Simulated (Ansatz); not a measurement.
TiAl (CsCl type, space group No. 221), LDA in the plane-wave PAW code Ansatz, all energies at zero smearing, with the estimated change up to a 700 eV cutoff added, with one set of potentials and settings (totals compare only within such a set). Cell of 2 atoms (1 Ti, 1 Al): -2963.748 eV.

| element | reference phase | E (eV/atom) |
|---|---|---|
| Ti | P6/mmm, 3 atoms in the cell | -2450.3338 |
| Al | Fm-3m, 1 atoms in the cell | -512.8748 |

Formation energy per atom, worked out: (-2963.748 − 1×(-2450.3338) − 1×(-512.8748))/2 = -0.270 eV/atom (-26 kJ per mol of atoms), at 0 K, without zero-point energy or fitted corrections.

Space group Pm-3m (CsCl type). The first step of the workflow began from a Materials Project structure, measured or hypothetical; the Crystallography Open Database copy checked does not list it. It is not the phase usual at ambient conditions (space group No. 123). The cell was relaxed with LDA under the symmetry of its start. At this level the phase is mechanically unstable. The run is not spin-polarised. The references are the lowest solids computed at this level, not always the standard phases.

Potentials: the earlier of the program's two PAW sets. The files were generated under PBE; for other functionals the program regenerates the frozen cores, and for LDA and PBEsol the local potential too.
